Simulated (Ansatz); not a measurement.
Relaxed-ion elastic tensor of CoMo (rock salt, Fm-3m) in GPa (Voigt order), plane-wave PAW PBEsol (Ansatz code); density 9.31 g/cm³, 13.81 Å³ per atom.

```tsv
	1	2	3	4	5	6
1	316	191	191	0.0	0.0	0.0
2	191	316	191	0.0	0.0	0.0
3	191	191	316	0.0	0.0	0.0
4	0.0	0.0	0.0	-24.7	0.0	0.0
5	0.0	0.0	0.0	0.0	-24.7	0.0
6	0.0	0.0	0.0	0.0	0.0	-24.7
```

Is the crystal mechanically stable?

No: the smallest eigenvalue of C is -24.7 GPa.

The start of the workflow was typed in or built on a structure type; neither database checked (COD, Materials Project) lists it. Whether it is the stable phase at ambient conditions was not checked. Symmetry was held in the PBEsol relaxation. At this level the phase is mechanically unstable. The workflow began spin-polarised and lost its moments. Its formation energy is positive at this level, so the cell may be metastable or incomplete. As this level gives no gap, shear constants depend on the k-mesh and smearing (Fermi–Dirac, 0.1 eV here).

Potentials: the later of the program's two PAW sets.
